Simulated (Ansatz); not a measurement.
Data sheet: Si$_{3}$N$_{4}$ (DFT)

Si₃N₄:
```
Si3N4
1.0
    7.66320     0.00000     0.00000
   -3.83160     6.63653     0.00000
    0.00000     0.00000     2.92626
Si N
6 8
Direct
  0.23110   0.82500   0.75000
  0.76890   0.17500   0.25000
  0.40610   0.23110   0.25000
  0.59390   0.76890   0.75000
  0.17500   0.40610   0.75000
  0.82500   0.59390   0.25000
  0.33333   0.66667   0.75000
  0.66667   0.33333   0.25000
  0.96917   0.67000   0.75000
  0.03083   0.33000   0.25000
  0.29917   0.96917   0.25000
  0.70083   0.03083   0.75000
  0.33000   0.29917   0.75000
  0.67000   0.70083   0.25000
```

Space group P6_3/m (No. 176); conventional cell a = b = 7.6632 Å, c = 2.9263 Å, α = β = 90.00°, γ = 120.00°.

Method: plane-wave PAW PBE (Ansatz code). Structure relaxed to zero pressure with the same functional. Other levels are named where they apply.

### Cell and energy

Volume per atom: 10.63 Å³
Density: 3.13 g/cm³
Formation energy from the elements (no fitted shifts): -101 kJ/mol of atoms

### Electronic structure

* **Band gap**: 4.25 eV (indirect)
* **Valence-band maximum**: on the Γ–A line, 34 % of the way from Γ
* **Conduction-band minimum**: at Γ
* **Smallest direct gap on the standard path**: 4.45 eV
* **Electron effective mass**: 0.22, 1.5, 1.5 mₑ (principal values)
* **Hole effective mass**: 0.85, 0.85, 1.8 mₑ (principal values)

### Mechanics

- Bulk modulus (Birch–Murnaghan fit): 233 GPa
- Pressure derivative B′: 3.8

Symmetry was held in the PBE relaxation. The references are the lowest solids computed at this level, not always the standard phases (solids in place of the gases).

Potentials: the earlier of the program's two PAW sets.
